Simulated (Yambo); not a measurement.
G0W0@LDA for BaCuSF (space group P4/nmm, No. 129) in Yambo. Reference settings: 4×4×1 Γ-centred k mesh, bands 9 to 182 and a 6 Ry block in the screening, 182 bands in G with the Bruneval-Gonze terminator, plasmon pole fitted at 27.2 eV. The LDA gap Γ → Γ on this mesh is 1.48 eV; G0W0 gaps are taken between the same points.

The settings were changed. The gap went from 2.77 eV to 3.09 eV, and the shift of the valence edge from -0.58 eV to -0.46 eV.

Name the change that produced these shifts.
A) 2×2×1 mesh
B) 63 bands in W, 63 bands in G, 2 Ry block
C) 83 bands in W, 83 bands in G, 5 Ry block
D) 63 bands in W, 63 bands in G, 3 Ry block

C, 83 bands in W, 83 bands in G, 5 Ry block. The others gave (gap, valence shift): 2×2×1 mesh: 2.69, -0.49 eV; 63 bands in W, 63 bands in G, 2 Ry block: 3.71, -0.90 eV; 63 bands in W, 63 bands in G, 3 Ry block: 3.53, -0.69 eV.

Geometry of the Materials Project entry, not relaxed at this level; primitive cell a = 4.1299 Å, b = 4.1299 Å, c = 9.1065 Å, α = 90.00°, β = 90.00°, γ = 90.00°.

The structure is a Materials Project entry; no match was found in the copy of COD used, and its stability was not checked.

A shift is the quasiparticle energy of the state minus its LDA energy.
